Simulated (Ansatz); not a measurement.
An Ansatz (a quantum-chemistry and plane-wave program) run. Input:

Ansatz 0.2 input:
```yaml
crystal:
  lattice:
    - [0.0, 3.6584353332, 3.6584353332]
    - [3.6584353332, 0.0, 3.6584353332]
    - [3.6584353332, 3.6584353332, 0.0]
  atoms:
    - { symbol: Cs, position: [0.0, 0.0, 0.0] }
    - { symbol: Br, position: [0.5, 0.5, 0.5] }
kpoints:
  mp_grid: { grid: [5, 5, 5] }
  band_path:
    path:
      - [[0.0, 0.0, 0.0], [0.5, 0.0, 0.5], [0.625, 0.25, 0.625]]  # Γ-X-U
      - [[0.375, 0.375, 0.75], [0.0, 0.0, 0.0], [0.5, 0.5, 0.5], [0.5, 0.25, 0.75], [0.5, 0.0, 0.5]]  # K-Γ-L-W-X
      - [VBM, CBM]
    npoints: 12
hamiltonian:
  xc: r2scan
  pseudopotentials: { kind: paw }
magnetization: { noncollinear: true, spin_orbit: true }
scf:
  n_extra_bands: 12
  convergence: { dr2_threshold: 0.0000000001 }
  occupations: { method: gaussian, width: 0.01 }
checkpoint: { write: soc.run }
output: { eigenvalues: true }
```

Output (shortened):

```
Pseudopotential: Cs, paw_fr, valence charge 9
Pseudopotential: Br, paw_fr, valence charge 7
Functional definition: r2SCAN
non-collinear run that drives no moment, with spin-orbit …
Crystal: 2 atoms, lattice volume = 97.930 Å³
Basis set: ecut = 500 eV, 2445 PW (Γ), exchange–correlation on 160×160×160 points (64 copies of the dense FFT grid, shifted against one another)
Bands: 28, of which v1, the nominal top of the filled ones, is band 16 counted from 1 (15 counted from 0)
Symmetry: 48 space group operations + 48 with time reversal
k-points: 10 of 125
Projection manifold: j_resolved (fully-relativistic pseudo-atomic orbitals)
SCF iter   1: F=—  HF=-8466.889012 eV  |F-HF|=—  |Δ(HF+E_count)|=         —  Δρ=2.07e-2  dr2=8.79e-1  dr2_τ=1.62e-3  dr2_m=0.00e0 (ungated)  ethr=3.10e-3  |M|=0.00e0 ∫|m|=0.00e0 μB  |m|>n=0.0e0 m-floor=0.0e0 τ_xc=0.0e0  β_m=0.30  ⟨swp⟩=8.6  Hψ=878  notcnv=0  defer=4
preconditioner: auto → none
SCF iter   2: F=—  HF=-8466.610042 eV  |F-HF|=—  |Δ(HF+E_count)|=   2.79e-1  Δρ=9.55e-3  dr2=1.84e-1  dr2_τ=6.18e-4  dr2_m=0.00e0 (ungated)  ethr=3.10e-3  |M|=0.00e0 ∫|m|=0.00e0 μB  |m|>n=0.0e0 m-floor=0.0e0 τ_xc=0.0e0  β_m=0.42  ⟨swp⟩=3.7  Hψ=282  notcnv=0  defer=64
SCF iter   3: F=—  HF=-8466.552866 eV  |F-HF|=—  |Δ(HF+E_count)|=   5.72e-2  Δρ=2.70e-3  dr2=1.16e-2  dr2_τ=5.77e-5  dr2_m=0.00e0 (ungated)  ethr=1.15e-3  |M|=0.00e0 ∫|m|=0.00e0 μB  |m|>n=0.0e0 m-floor=0.0e0 τ_xc=0.0e0  β_m=0.59  ⟨swp⟩=3.9  Hψ=305  notcnv=0  defer=68
SCF iter   4: F=—  HF=-8466.556913 eV  |F-HF|=—  |Δ(HF+E_count)|=   4.05e-3  Δρ=4.61e-4  dr2=2.66e-4  dr2_τ=4.50e-6  dr2_m=0.00e0 (ungated)  ethr=7.28e-5  |M|=0.00e0 ∫|m|=0.00e0 μB  |m|>n=0.0e0 m-floor=0.0e0 τ_xc=0.0e0  β_m=0.68  ⟨swp⟩=2.9  Hψ=210  notcnv=0  defer=68
SCF iter   5: F=—  HF=-8466.557149 eV  |F-HF|=—  |Δ(HF+E_count)|=   2.36e-4  Δρ=5.92e-5  dr2=2.21e-6  dr2_τ=6.89e-8  dr2_m=0.00e0 (ungated)  ethr=1.66e-6  |M|=0.00e0 ∫|m|=0.00e0 μB  |m|>n=0.0e0 m-floor=0.0e0 τ_xc=0.0e0  β_m=0.81  ⟨swp⟩=3.0  Hψ=211  notcnv=0  defer=68
SCF iter   6: F=—  HF=-8466.557153 eV  |F-HF|=—  |Δ(HF+E_count)|=   4.21e-6  Δρ=5.73e-6  dr2=2.04e-8  dr2_τ=1.04e-9  dr2_m=0.00e0 (ungated)  ethr=1.38e-8  |M|=0.00e0 ∫|m|=0.00e0 μB  |m|>n=0.0e0 m-floor=0.0e0 τ_xc=0.0e0  β_m=0.84  ⟨swp⟩=2.0  Hψ=177  notcnv=0  defer=68
SCF iter   7: F=—  HF=-8466.557195 eV  |F-HF|=—  |Δ(HF+E_count)|=   4.14e-5  Δρ=8.52e-7  dr2=2.98e-10  dr2_τ=1.44e-11  dr2_m=0.00e0 (ungated)  ethr=1.28e-10  |M|=0.00e0 ∫|m|=0.00e0 μB  |m|>n=0.0e0 m-floor=0.0e0 τ_xc=0.0e0  β_m=0.92  ⟨swp⟩=2.0  Hψ=202  notcnv=0  defer=68
SCF iter   8: F=-8466.557195 eV  HF=-8466.557195 eV  |F-HF|=7.28e-12  |Δ(HF+E_count)|=  8.09e-10  Δρ=5.74e-8  dr2=4.77e-12  dr2_τ=5.16e-14  dr2_m=0.00e0 (ungated)  ethr=1.00e-12  |M|=0.00e0 ∫|m|=0.00e0 μB  |m|>n=0.0e0 m-floor=0.0e0 τ_xc=0.0e0  ⟨swp⟩=10.5  Hψ=783  notcnv=0
SCF 1 converged in 8 iterations: F = -8466.557195 eV  dr2 = 4.77e-12
NSCF: frozen V_eff on 16 k-points
NSCF: frozen V_eff on 16 k-points
NSCF: frozen V_eff on 16 k-points
NSCF: frozen V_eff on 1 k-points
NSCF: frozen V_eff on 5 k-points
NSCF: frozen V_eff on 5 k-points
NSCF: frozen V_eff on 2 k-points
NSCF: frozen V_eff on 2 k-points
NSCF: frozen V_eff on 87 k-points
SCF converged after 8 iterations
Magnetization: |M| = 0.0000 μB,  M = (+0.0000, +0.0000, +0.0000) μB
Absolute magnetization: 0.0000 μB (∫|m|)
  site 0: m = (+0.0000, +0.0000, +0.0000) μB, |m| = 0.0000 μB  (R = 1.51 Å)
  site 1: m = (+0.0000, +0.0000, +0.0000) μB, |m| = 0.0000 μB  (R = 1.51 Å)
Free energy (F): -8466.557195 eV
Harris-Foulkes:  -8466.557195 eV  (|F-HF|=7.28e-12)
Internal energy: -8466.557195 eV  (E = F + TS)
E sigma→0 (E₀):  -8466.557195 eV
Fermi energy:    3.287525 eV
--- Per-component energies (eV) ---
  E_band       = -92.177736
  E_kinetic    = 277.437550
  E_local      = -522.879188  (includes V_loc(G=0)·N_el)
  E_nonlocal   = 99.005643
  E_hartree    = 163.074506
  E_xc         = -414.439552
  E_vxc        = -254.065750  (∫ρ·V_xc dr)
  E_paw        = -7347.039701  (= ΣΔE_a)
  E_vpaw       = -30.582236  (= ΣTr[D̂ρ^β])
  E_aug_tail   =  0.000000  (compensation charges beyond the density's cutoff)
  E_vtau       = 12.757238  (kinetic-family band-sum trace: ∫τ·v_τ [+ j·A + Jᵃ·Aᵃ] dr)
  E_ewald      = -721.607204
  E_core_change = -0.109248  (= ΣΔE_core)
  E_smearing   =  0.000000  (= −TS)
  E_closure    = 0.000000  (closes the sum)
  Σ components = -8466.557195   (vs F -8466.557195, Δ=0.00e0)
  [band-id]    e_kinetic+e_local+e_nonlocal+2·e_hartree+e_vxc+e_vpaw+e_augmentation_tail+e_vtau = -92.177731   (vs E_band -92.177736, Δ=5.08e-6)
--- Band table (eV; the first three rows and the last of 10) ---
  k-point 0: bands = ["-19.0672", "-19.0672", "-11.6806", "-11.6806", "-6.6119", "-6.6119", "-5.0037", "-5.0037", "-5.0037", "-5.0037", "0.4166", "0.4166", "0.9157", "0.9157", "0.9157", "0.9157", "5.6593", "5.6593", "7.7549", "7.7549", "7.7549", "7.7549", …
  k-point 1: bands = ["-19.0599", "-19.0599", "-11.6949", "-11.6949", "-6.6161", "-6.6161", "-5.0191", "-5.0191", "-5.0052", "-5.0052", "0.2611", "0.2611", "0.6929", "0.6929", "0.7864", "0.7864", "6.4381", "6.4381", "7.6160", "7.6160", "8.1719", "8.1719", …
  k-point 2: bands = ["-19.0481", "-19.0481", "-11.7179", "-11.7179", "-6.6230", "-6.6230", "-5.0443", "-5.0443", "-5.0074", "-5.0074", "0.0053", "0.0053", "0.4283", "0.4283", "0.5927", "0.5927", "7.8107", "7.8107", "7.8446", "7.8446", "9.2195", "9.2195", …
  k-point 9: bands = ["-19.0421", "-19.0421", "-11.6950", "-11.6950", "-6.6990", "-6.6990", "-5.2034", "-5.2034", "-5.0792", "-5.0792", "0.2235", "0.2235", "0.6103", "0.6103", "0.7547", "0.7547", "7.2062", "7.2062", "8.0013", "8.0013", "8.9522", "8.9522", …
```

Cost: very roughly 80 core-seconds on shared cores.

Space group Fm-3m (rock salt). The first step of the workflow began from a Materials Project structure, measured or hypothetical; the Crystallography Open Database copy checked does not list it. It is not the phase usual at ambient conditions (space group No. 221). The cell was relaxed with r²SCAN under the symmetry of its start; whether a distortion lowers the energy is not shown.

Potentials: the later of the program's two PAW sets.

Ansatz is a plane-wave DFT program.
